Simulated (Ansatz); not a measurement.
Relaxed-ion elastic tensor of ZrIr2 (cubic Laves (MgCu2 type), space group No. 227) in GPa (Voigt order), LDA in the plane-wave PAW code Ansatz; density 16.22 g/cm³, 16.24 Å³ per atom.

|  | 1 | 2 | 3 | 4 | 5 | 6 |
|---|---|---|---|---|---|---|
| 1 | 427 | 211 | 211 | 0.0 | 0.0 | 0.0 |
| 2 | 211 | 427 | 211 | 0.0 | 0.0 | 0.0 |
| 3 | 211 | 211 | 427 | 0.0 | 0.0 | 0.0 |
| 4 | 0.0 | 0.0 | 0.0 | 167 | 0.0 | 0.0 |
| 5 | 0.0 | 0.0 | 0.0 | 0.0 | 167 | 0.0 |
| 6 | 0.0 | 0.0 | 0.0 | 0.0 | 0.0 | 167 |

Q: Is the crystal mechanically stable?

A: Yes: the smallest eigenvalue of C is 167 GPa.

Q: Work out the Voigt, Reuss and Hill averages.

A: K_V = 283, K_R = 283, K_H = 283; G_V = 143, G_R = 137, G_H = 140 GPa.

Q: Give Young's modulus, Poisson's ratio, Pugh's ratio and the universal anisotropy index.

A: E = 9KG/(3K + G) = 361 GPa; ν = 0.29; K/G = 2.02 (ductile by the Pugh limit of 1.75); A_U = 5G_V/G_R + K_V/K_R − 6 = 0.23.

Q: Estimate the sound speeds and the Debye temperature.

A: v_l = √((K + 4G/3)/ρ) = 5380 m/s, v_t = √(G/ρ) = 2940 m/s, mean 3280 m/s; Θ = (h/k)(3n/4πV)^(1/3) v_m = 386 K.

Q: Give the Zener ratio and Young's modulus along [100], [110] and [111].

A: A = 2C44/(C11 − C12) = 1.54; 1/E = S11 − 2(S11 − S12 − S44/2)Γ with Γ = 0, 1/4, 1/3 gives 288, 376, 418 GPa.

Q: Solve the Christoffel equation for the three sound speeds along [100], [110], [111].

A: Eigenvalues of C_ijkl n_j n_l equal ρv². In km/s, slowest first: [100] 3.21, 3.21, 5.13; [110] 2.58, 3.21, 5.48; [111] 2.81, 2.81, 5.58.

Space group Fd-3m (cubic Laves (MgCu2 type)). The workflow started from an entry of the Crystallography Open Database (COD). Whether it is the stable phase at ambient conditions was not checked. The LDA relaxation kept the symmetry of its start. At this level the phase is dynamically unstable (imaginary phonons). No spin polarisation was allowed. As this level gives no gap, shear constants depend on the k-mesh and smearing (Fermi–Dirac, 0.1 eV here). Spin–orbit coupling is left out wherever it is not named.

Potentials: the later of the program's two PAW sets.
